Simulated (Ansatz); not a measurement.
V:
```yaml
crystal:
  lattice:
    - [-1.49832, 1.49832, 1.49832]
    - [1.49832, -1.49832, 1.49832]
    - [1.49832, 1.49832, -1.49832]
  atoms:
    - { symbol: V, position: [0.00000, 0.00000, 0.00000] }
```

Relaxed with PBE. Special points in fractions of this cell's reciprocal vectors: Γ (0.000, 0.000, 0.000); H (0.500, -0.500, 0.500); N (0.000, 0.000, 0.500); P (0.250, 0.250, 0.250).

Task: List the band energies nearest the Fermi level at these points for DFT-PBE in the program Ansatz with PAW potentials.

Result: In eV from the Fermi level; about four levels below and three above (degenerate sets whole), none deeper than 8.9 eV; … stands for higher levels left out; points with the same levels are listed once.

| k | below | above |
|---|---|---|
| Γ | -6.60 | 0.42 0.42 0.42 |
| H | -3.00 -3.00 | … |
| N | -3.18 -1.13 | 1.64 2.43 … |
| P | -1.12 -1.12 -1.12 | … |

Space group Im-3m (bcc (W type)). The PBE relaxation kept the symmetry of its start. The workflow began spin-polarised and lost its moments.

Potentials: the earlier of the program's two PAW sets.
